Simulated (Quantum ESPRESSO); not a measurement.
Cs$_{2}$NaScCl$_{6}$ is modelled in the cubic space group Fm-3m (No. 225), Pearson symbol cF40. Lattice parameters: a = b = c = 10.665 Å, α = β = γ = 90.00°. Na on 4b sees 6 Cl at 2.823 Å (octahedral). Cl on 24e has 1 Sc at 2.509 Å and 1 Na at 2.823 Å and 4 Cs at 3.774 Å (octahedral). Sc on 4a has 6 Cl at 2.509 Å (octahedral). Cs on 8c is coordinated by 12 Cl at 3.774 Å (cuboctahedral). (Neighbours: up to the widest gap in distance over summed covalent radii, below 1.35, at either atom; cation-cation contacts left out.)
(The calculation used a cell of 10 atoms; values per cell refer to that cell.)

The geometry is that of Materials Project entry mp-1111433, symmetrised and not relaxed again.

### Question
What does LDA (Quantum ESPRESSO, PseudoDojo norm-conserving, 88 Ry, without SOC) give for the electronic structure near the Fermi level?

### Answer
The LDA gap is 3.77 eV and nearly direct: the edges lie at Γ and X, the smallest direct gap within 0.02 eV of it. Another valence and conduction extremum on the path lies within 0.02 eV, too close to call. 

The structure is a Materials Project entry; no match was found in the copy of COD used, and its stability was not checked.
